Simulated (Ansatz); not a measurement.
Crystals of one structure type (zinc blende) and one family of elements, relaxed and computed with PBE (plane waves, PAW; program Ansatz).

```tsv
crystal	K_Hill (GPa)	G_Hill (GPa)
InP	59.6	31.3
GaAs	61.2	40.7
AlAs	67.3	39.9
GaP	76.8	51.3
AlP	82.7	47.0
BAs	132	?
BN	371	381
```

### Question
Fit a straight line to ln G against ln K and predict the withheld value.

### Answer
Least squares on the 6 shown rows: ln G = 1.31 × ln K + (-1.819), with a scatter of 9 %. For BAs this gives 97.3. The run itself gave 126, outside the scatter: the line misses something about this case.

All cells were relaxed under the symmetry of their starts (and spin orders); stability against distortions was not tested throughout. Spin–orbit coupling is left out wherever it is not named.

Potentials: the later of the program's two PAW sets.
